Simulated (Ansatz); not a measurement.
Consider the following.

CsSnI3 (cubic perovskite)

```
CsSnI3
1.0
    6.27133     0.00000     0.00000
    0.00000     6.27133     0.00000
    0.00000     0.00000     6.27133
Cs Sn I
1 1 3
Direct
  0.00000   0.00000   0.00000
  0.50000   0.50000   0.50000
  0.00000   0.50000   0.50000
  0.50000   0.50000   0.00000
  0.50000   0.00000   0.50000
```

This relaxed cell (volume V₀) is scaled evenly in all directions, its shape held. Symmetry pins the atoms to their sites.

All values below come from PBE (plane waves to 420 eV, PAW, scalar-relativistic; Ansatz, a program for electronic structure). k mesh 6×6×6 (Γ-centred), Fermi-Dirac smearing 0.05 eV. Energies are smeared free energies. Compression counts positive. On this mesh the relaxed cell isn't quite at rest: it carries a pressure of 0.1 GPa (compression positive) at the zero of the scan. CsSnI3 was relaxed with its symmetry unable to fall. Spin-orbit coupling is left out, though I is heavy. This is a high-temperature form of CsSnI3. The zero of ΔE is the relaxed starting cell.

The scan covers V/V₀ from 0.940 to 1.060 in 11 points.

Question: What is ΔE at V/V₀ = 1.060?

Answer: 5.9 meV/atom.

Question: What pressure does the cell carry at V/V₀ = 0.940?

Answer: 1.24 GPa.

Question: What is ΔE at V/V₀ = 0.940?

Answer: 11.9 meV/atom.

(A scan under strain: stresses follow from slopes of the energy per volume, elastic moduli from its curvatures.)
